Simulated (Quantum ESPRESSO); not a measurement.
# TaF3: changing the dispersion correction

The cell as given:

```
CELL_PARAMETERS angstrom
3.90120 0.00000 0.00000
0.00000 3.90120 0.00000
0.00000 0.00000 3.90120
ATOMIC_POSITIONS crystal
Ta 0.00000 0.00000 0.00000
F 0.00000 0.00000 0.50000
F 0.50000 0.00000 0.00000
F 0.00000 0.50000 0.00000
```

Kept alike: task relaxation of cell and atoms; functional PBEsol; k mesh 7 × 7 × 7; occupations fermi-dirac, width 0.05 eV; no spin polarisation. Program: Quantum ESPRESSO, GBRV 1.5 PBEsol, cutoff 762 eV. The mesh is that of the run's cell of 4 atoms. No spin-orbit coupling.

| dispersion correction | volume (Å³/atom) |
| --- | --- |
| D3(zero) | 16.855 |
| D3(BJ) | 16.819 |
| D4 | 16.877 |
| rVV10 | 16.640 |

The relaxations keep at least the cell's symmetry (Pm-3m). For a metal such a mesh leaves the last digits unconverged. Relaxations stop with a little pressure left, so the last digits of a volume or edge aren't settled. Runs of this series that gave no sound value for these columns are left out.

Problem. What does the dispersion correction change here?

Solution. The volume runs from 16.640 (rVV10) to 16.877 Å³/atom (D4).
